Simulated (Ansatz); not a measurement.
# Equation of state of Rb3Sn under PBE

```
Sn Rb
1.0
     0.00000    4.65858    4.65858
     4.65858    0.00000    4.65858
     4.65858    4.65858    0.00000
Sn Rb
1 3
Direct
  0.00000 0.00000 0.00000
  0.50000 0.50000 0.50000
  0.75000 0.75000 0.75000
  0.25000 0.25000 0.25000
```

The cell comes from a database or a generator and needn't be the stable form of this composition.

The cell was scaled at fixed shape and fractions and run with Ansatz, Ansatz PAW, cutoff 420 eV; PBE, k mesh 5 × 5 × 5 on the cell of 4 atoms, fermi-dirac occupations of 0.05 eV, no spin polarisation, no spin-orbit coupling. Energies are those that the program minimises, any entropy of the smearing included. For a metal such a mesh isn't converged to the digits shown.

```tsv
V (Å³/atom)	energy over the lowest row (meV/atom)
47.5182	4.685
48.5292	2.040
49.5402	?
50.5512	0.000
51.5623	0.367
52.5733	1.524
53.5843	3.398
```

Problem. Fit the third-order Birch-Murnaghan form, give V0, B0 and B′, and predict the energy left open.

Solution. With y = (V0/V)^(2/3), E = E0 + (9 V0 B0/16) [(y - 1)³ B′ + (y - 1)² (6 - 4y)]. Least squares through the rows shown give V0 = 50.6201 Å³/atom, E0 = -0.004 meV, B0 = 7.001 GPa (1 eV/Å³ = 160.218 GPa) and B′ = 4.75, with a largest miss of 0.003 meV. At V = 49.5402 the form with these constants gives 0.521 meV; the run gave 0.520 meV an atom.
